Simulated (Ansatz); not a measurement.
K$_{2}$NiO$_{2}$ (space group I4/mmm)

```xyz
5
Lattice="-1.9583 1.9583 6.3084 1.9583 -1.9583 6.3084 1.9583 1.9583 -6.3084" Properties=species:S:1:pos:R:3 pbc="T T T"
K      0.0000     0.0000     8.2325
K      0.0000     0.0000     4.3842
Ni     0.0000     0.0000     0.0000
O      0.0000     0.0000     1.6829
O      0.0000     0.0000    10.9338
```

E(V) scan at fixed shape, V₀ the volume above. The atoms relax within the cell's symmetry.

Calculation: PBEsol (plane waves to 420 eV, PAW, scalar-relativistic; Ansatz, an electronic-structure program). k mesh 12×12×12 (Γ-centred), Fermi-Dirac smearing 0.05 eV. Energies are smeared free energies. Stress and pressure are positive under compression. With the shape held, the modulus is that of even scaling; a crystal free to change shape is softer. K2NiO2 is run spin-polarised and with no Hubbard U. K2NiO2 was relaxed with its symmetry unable to fall. Relaxed K2NiO2 ends ferromagnetic. The magnetic order is the one the run started from; other orders were not tried. The zero of ΔE is the relaxed starting cell.

| V (Å³/atom) | ΔE (meV/atom) | moment (μB/cell) | P (GPa) |
|---|---|---|---|
| 17.419 | 24.5 | 2.00 | 4.5 |
| 17.806 | 15.0 | 2.00 | 3.4 |
| 18.193 | 8.1 | 2.00 | 2.4 |
| 18.580 | 3.4 | 2.00 | 1.5 |
| 18.967 | 0.8 | 2.00 | 0.7 |
| 19.354 | 0.0 | 2.00 | 0.0 |
| 19.741 | 0.8 | 2.00 | -0.6 |
| 20.128 | 3.0 | 2.00 | -1.2 |
| 20.515 | 6.4 | 2.00 | -1.6 |
| 20.902 | 10.9 | 2.00 | -2.1 |
| 21.289 | 16.3 | 2.00 | -2.4 |

What the scan shows:

- Pressure at the smallest volume = 4.5 GPa
- Energy cost of the largest compression = 24.5 meV/atom
- Energy cost of the largest expansion = 16.3 meV/atom
- Bulk modulus at fixed cell shape B₀ (third-order Birch-Murnaghan fit) = 32.8 GPa
- Pressure derivative B₀′ (fit) = 5.1
- Equilibrium volume of the fit = 19.35 Å³/atom
- Pressure for 5 % compression (fit) = 1.9 GPa

(A scan under strain: stresses follow from slopes of the energy per volume, elastic moduli from its curvatures.)
